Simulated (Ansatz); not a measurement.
Starting cell, CsPbCl$_{3}$ (cubic perovskite):

```yaml
crystal:
  lattice:
    - [5.61855, 0.00000, 0.00000]
    - [0.00000, 5.61855, 0.00000]
    - [0.00000, 0.00000, 5.61855]
  atoms:
    - { symbol: Cs, position: [0.00000, 0.00000, 0.00000] }
    - { symbol: Pb, position: [0.50000, 0.50000, 0.50000] }
    - { symbol: Cl, position: [0.00000, 0.50000, 0.50000] }
    - { symbol: Cl, position: [0.50000, 0.50000, 0.00000] }
    - { symbol: Cl, position: [0.50000, 0.00000, 0.50000] }
```

In each cell atom 2 (Pb, nearest neighbour Cl at 2.809 Å; its periodic images, 5.6 Å or more away, move with it) moves by s·(0.707, 0.707, 0.000) (along Cartesian [110]), the rest being held.

All values below come from PBEsol (plane waves to 420 eV, PAW, scalar-relativistic; Ansatz, a first-principles code). k mesh 5×5×5 (Γ-centred), Fermi-Dirac smearing 0.05 eV. The energy includes the smearing's −TS. CsPbCl3 was relaxed with its symmetry unable to fall. Spin-orbit coupling is left out, though Pb is heavy. This is a high-temperature form of CsPbCl3. ΔE is measured from the undisplaced structure.

Problem. Give the computed ΔE (meV/cell) at s (Å) = -0.448, -0.224, -0.112, 0.112, 0.336, 0.448.

Solution. 
```json
[
 {"s (Å)": "-0.448", "ΔE (meV/cell)": "346"},
 {"s (Å)": "-0.224", "ΔE (meV/cell)": "69"},
 {"s (Å)": "-0.112", "ΔE (meV/cell)": "16"},
 {"s (Å)": "0.112", "ΔE (meV/cell)": "16"},
 {"s (Å)": "0.336", "ΔE (meV/cell)": "173"},
 {"s (Å)": "0.448", "ΔE (meV/cell)": "346"}
]
```

(For displaced atoms, the force is minus the slope of the energy, and its curvature is a force constant, which sets phonon frequencies.)
